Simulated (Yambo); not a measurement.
```
NaLiZnS2
1.0
    3.98206     0.00000     0.00000
   -1.99103     3.44857     0.00000
    0.00000     0.00000     6.82385
Li Na S Zn
1 1 2 1
Direct
  0.33333   0.66667   0.35665
  0.00000   0.00000   0.02616
  0.33333   0.66667   0.73381
  0.66667   0.33333   0.27174
  0.66667   0.33333   0.61163
```

NaLiZnS$_{2}$ (space group P3m1, No. 156): mean Im ε in 1 eV windows above the direct gap of 3.31 eV, for different electron-hole kernels (Yambo, broadening 0.15 eV, norm-conserving PBEsol (Quantum ESPRESSO, 88 Ry, scalar-relativistic) bands; 6×6×4 mesh, 6 valence and 8 conduction bands, static screening with 56 bands and a 3 Ry block, scissor 1.60 eV, Tamm-Dancoff; field along x).

```json
[
 {"window (eV)": "3.3 to 4.3", "independent quasiparticles": "1.1", "RPA (no attraction)": "1.0", "BSE": "3.6"},
 {"window (eV)": "4.3 to 5.3", "independent quasiparticles": "2.2", "RPA (no attraction)": "2.0", "BSE": "4.4"},
 {"window (eV)": "5.3 to 6.3", "independent quasiparticles": "3.4", "RPA (no attraction)": "3.0", "BSE": "7.4"},
 {"window (eV)": "6.3 to 7.3", "independent quasiparticles": "6.1", "RPA (no attraction)": "5.3", "BSE": "4.6"},
 {"window (eV)": "7.3 to 8.3", "independent quasiparticles": "6.5", "RPA (no attraction)": "4.2", "BSE": "6.1"}
]
```

This run doesn't resolve bound excitons or single peaks, so only averages are given, and they too depend on the mesh; weight that the attraction moves below the gap isn't listed. All transitions below 9.23 eV are in the band window. The scissor comes from a G0W0 run whose convergence isn't established.

Geometry of the Materials Project entry, not relaxed at this level.

The structure is a Materials Project entry; no match was found in the copy of COD used, and its stability was not checked.
